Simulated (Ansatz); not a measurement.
The cell is Ga3SbAs2 as one 6-atom ordering (Imm2) on the zincblende lattice; cell and atoms were relaxed with r2SCAN. It is orthorhombic, Imm2 (No. 44); a = 4.122 Å, b = 12.349 Å, c = 5.815 Å in the conventional setting, 24.67 Å³ an atom. As is surrounded by 4 Ga at 2.46–2.49 Å; Ga is surrounded by 3 As at 2.46–2.49 Å and 1 Sb at 2.64 Å; Sb is surrounded by 4 Ga at 2.61–2.64 Å; Ga is surrounded by 2 As at 2.46 Å and 2 Sb at 2.61 Å.

```cif
data_structure
_symmetry_space_group_name_H-M 'Imm2'
_symmetry_Int_Tables_number 44
_cell_length_a 4.1223
_cell_length_b 12.3494
_cell_length_c 5.8151
_cell_angle_alpha 90.000
_cell_angle_beta 90.000
_cell_angle_gamma 90.000
_cell_volume 296.03
loop_
_atom_site_label
_atom_site_type_symbol
_atom_site_symmetry_multiplicity
_atom_site_Wyckoff_symbol
_atom_site_fract_x
_atom_site_fract_y
_atom_site_fract_z
_atom_site_occupancy
As1 As 4 d 0.00000 0.33162 0.00015 1
Ga1 Ga 4 d 0.50000 0.32478 0.23845 1
Sb1 Sb 2 a 0.00000 0.00000 0.99931 1
Ga2 Ga 2 b 0.50000 0.00000 0.27350 1
```

The questions ask for values computed with Ansatz on this geometry. Simulation only: non-magnetic, and no claim that this is the phase found in nature.

(1) Is there a gap with r2SCAN, and of what kind?

(2) Estimate the gap with PBE on 8×8×8.

(3) What does PBE+SOC give for the gap (8×8×8 mesh)?

(4) Estimate the gap with HSE06 on 4×4×4.

Answers

(1) The r2SCAN gap is direct at Γ: 0.51 eV.

(2) With PBE the gap is 0.07 eV and direct, at Γ. (This is within a few times the smearing of 0.02 eV, so the filling near the edges can be smeared.) The gap differs by -0.44 eV from r2SCAN's.

(3) With PBE+SOC the gap is 0.05 eV and direct, at Γ. (This is within a few times the smearing of 0.02 eV, so the filling near the edges can be smeared.) Spin-orbit coupling itself accounts for -0.02 eV. The gap differs by -0.46 eV from r2SCAN's.

(4) HSE06 gives a direct gap of 0.90 eV at Γ. The gap differs by +0.39 eV from r2SCAN's.

Only the levels marked +SOC include spin-orbit coupling.

Gaps or overlaps of about a tenth of an eV are at the limit of these meshes: between the points read a gap can be smaller or closed.

Gaps under 0.1 eV (PBE, PBE+SOC) can't be told from a closed one: the bands may be in normal order or already inverted, which a gap's size doesn't show.
